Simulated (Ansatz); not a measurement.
# Ansatz run, LiYbN2

Input file of Ansatz 0.2.0:

```yaml
crystal:
  lattice:
    - [0.0, 4.4293787, 0.0]
    - [4.4293787, 0.0, 0.0]
    - [2.21468884, 2.21468884, -5.57044121]
  atoms:
    - { symbol: Li, position: [0.625, 0.375, 0.25] }
    - { symbol: Li, position: [0.375, 0.625, 0.75] }
    - { symbol: Yb, position: [0.875, 0.125, 0.75], spin: 1.0 }
    - { symbol: Yb, position: [0.125, 0.875, 0.25], spin: -1.0 }
    - { symbol: "N", position: [0.33425, 0.08425, 0.8315] }
    - { symbol: "N", position: [0.08425, 0.33425, 0.3315] }
    - { symbol: "N", position: [0.66575, 0.91575, 0.1685] }
    - { symbol: "N", position: [0.91575, 0.66575, 0.6685] }
kpoints:
  mp_grid: { grid: [5, 5, 5], shift: [0, 0, 0] }
  band_path:
    path:
      - [0.0, 0.0, 0.0]
      - [0.5, 0.5, 0.5]
      - [0.5, 0.5, 0.25]
      - [0.0, 0.5, 0.0]
      - [0.0, 0.0, 0.0]
      - [0.0, 0.0, -0.5]
      - [0.0, 0.42096555, -0.28951723]
      - [0.0, 0.57903445, 0.28951723]
      - [0.0, 0.0, 0.0]
      - [0.5, 0.5, 0.5]
      - [0.42096555, 0.57903445, 0.5]
    npoints: 6
magnetization:
  spin_polarized: true
scf:
  occupations: { method: gaussian, width: 0.0592 }
  lower_state_search: "off"
  max_iter: 200
hamiltonian:
  pseudopotentials: { kind: paw }
  xc: pbe
basis:
  ecutwfc: 420
  fft_grid_basis: typed
output:
  forces: true
  stress: true
  eigenvalues: true
  bader: true
  populations: true
  elf: true
  write_potential: true
  volumetric_format: npy
  dos:
    e_range: [-12, 8]
    de: 0.05
    projected: { site_lists: { Li: [Li], "N": ["N"], Yb: [Yb] } }
checkpoint:
  read: saved_state
```

The saved state is an earlier solution for the same cell, perhaps on another mesh. No atom carries over 0.3 μB, and the net moment is 0.30 μB a cell; the state need not be the lowest.

Output (shortened):

```
SCF iter   1: F=—  Δρ=3.53e-3  dr2=1.68e-3  dr2_m=9.62e-3  M=-1.289 μB ∫|m|=1.348 μB
SCF iter   2: F=—  Δρ=2.96e-3  dr2=1.14e-2  dr2_m=4.65e-3  M=-1.280 μB ∫|m|=1.340 μB
SCF iter   3: F=—  Δρ=2.61e-3  dr2=6.75e-3  dr2_m=2.98e-3  M=-1.264 μB ∫|m|=1.322 μB
SCF iter   4: F=—  Δρ=4.24e-3  dr2=5.73e-2  dr2_m=1.84e-3  M=-1.254 μB ∫|m|=1.313 μB
SCF iter   5: F=—  Δρ=1.13e-3  dr2=9.58e-4  dr2_m=9.00e-4  M=-1.243 μB ∫|m|=1.302 μB
SCF iter   6: F=—  Δρ=8.04e-4  dr2=1.00e-4  dr2_m=5.25e-4  M=-1.235 μB ∫|m|=1.294 μB
SCF iter   7: F=—  Δρ=6.53e-4  dr2=1.25e-4  dr2_m=3.49e-4  M=-1.228 μB ∫|m|=1.286 μB
SCF iter   8: F=—  Δρ=5.46e-4  dr2=6.81e-6  dr2_m=2.86e-4  M=-1.219 μB ∫|m|=1.277 μB
SCF iter   9: F=—  Δρ=5.31e-4  dr2=1.23e-5  dr2_m=2.52e-4  M=-1.210 μB ∫|m|=1.268 μB
SCF iter  10: F=—  Δρ=5.18e-4  dr2=2.32e-5  dr2_m=2.21e-4  M=-1.202 μB ∫|m|=1.260 μB
…
SCF iter  38: F=—  Δρ=1.09e-5  dr2=4.88e-7  dr2_m=4.06e-9  M=-0.298 μB ∫|m|=0.320 μB  recentre
SCF iter  39: F=-29537.1631 eV  Δρ=5.75e-6  dr2=7.94e-8  dr2_m=3.18e-9  M=-0.298 μB ∫|m|=0.320 μB
SCF iter  40: F=-29537.1631 eV  Δρ=2.96e-6  dr2=2.92e-8  dr2_m=1.69e-9  M=-0.298 μB ∫|m|=0.320 μB
SCF iter  41: F=-29537.1631 eV  Δρ=2.83e-6  dr2=2.35e-8  dr2_m=7.22e-10  M=-0.298 μB ∫|m|=0.320 μB
SCF iter  42: F=-29537.1631 eV  Δρ=4.03e-6  dr2=6.03e-8  dr2_m=6.38e-10  M=-0.298 μB ∫|m|=0.320 μB  recentre
SCF iter  43: F=-29537.1631 eV  Δρ=1.13e-6  dr2=2.94e-9  dr2_m=2.91e-10  M=-0.298 μB ∫|m|=0.320 μB
SCF iter  44: F=-29537.1631 eV  Δρ=8.84e-7  dr2=1.83e-9  dr2_m=1.76e-10  M=-0.298 μB ∫|m|=0.320 μB
SCF iter  45: F=-29537.1631 eV  Δρ=7.02e-7  dr2=6.05e-10  dr2_m=1.60e-10  M=-0.298 μB ∫|m|=0.320 μB
SCF iter  46: F=-29537.1631 eV  Δρ=3.87e-7  dr2=1.02e-10  dr2_m=9.52e-11  M=-0.298 μB ∫|m|=0.320 μB
SCF iter  47: F=-29537.1631 eV  Δρ=1.44e-6  dr2=7.10e-9  dr2_m=5.41e-11  M=-0.298 μB ∫|m|=0.320 μB
Magnetization: -0.2976 μB (36.8512 up, 37.1488 down)
Absolute magnetization: 0.3212 μB (∫|ρ↑−ρ↓|, with the PAW one-centre terms)
Spin contamination: 0.0069 ħ² per cell (⟨S²⟩ above its minimum at these occupations)
Per-site moments (μB) at R_I (Å): [(-0.0021, 0.9326), (-0.0021, 0.9326), (-0.0359, 0.9326), (-0.0360, 0.9326), (-0.0496, 0.9326), (-0.0496, 0.9326), (-0.0496, 0.9326), (-0.0496, 0.9326)]
Free energy (F): -29537.1631 eV
Harris-Foulkes:  -29537.1631 eV  (|F-HF|=9.60e-9)
Internal energy: -29537.1502 eV  (E = F + TS)
E sigma→0 (E₀):  -29537.1566 eV
Entropy (-TS):   -0.0128 eV (-1.604 meV/atom)
Fermi energy:    8.1469 eV
--- Per-component energies (eV) ---
  E_band       = -205.5250
  E_kinetic    = 1295.9357
  E_local      = -14191.9717  (includes V_loc(G=0)·N_el)
  E_nonlocal   = 1125.8835
  E_hartree    = 6053.8886
  E_xc         = -602.4617
  E_vxc        = -757.9530  (∫ρ·V_xc dr)
  E_paw        = -15205.0618  (= ΣΔE_a)
  E_vpaw       = 214.8136  (= ΣTr[D̂ρ^β])
  E_aug_tail   = 0.0004  (compensation charges beyond the density's cutoff)
  E_ewald      = -8013.3632
  E_smearing   = -0.0128  (= −TS)
--- Stress (GPa, compression-positive) ---
       -6.8580       0.0000       0.0000
        0.0000      -6.8580       0.0000
        0.0000       0.0000      -8.3080
  P = ⅓ Tr σ = -7.3413 GPa (-73.413 kbar)
--- Löwdin populations: 8 sites ---
  site symbol       q [e]    m [muB]
     0     Li      2.1792     0.0001
     1     Li      2.1792     0.0001
     2     Yb     23.8219    -0.0191
     3     Yb     23.8219    -0.0191
     4      N      5.4481    -0.0643
     5      N      5.4481    -0.0644
     6      N      5.4481    -0.0644
     7      N      5.4481    -0.0643
  spilling = 0.0028 (of n_electrons = 74.0000)
```

Absolute energies hang on the potentials; compare differences alone.

Origin: a known structure type with other elements, at an estimated volume, so it need not be a known compound. Caveats: the k mesh is coarse if the cell is a metal; f levels without a U or exact exchange are poorly placed.
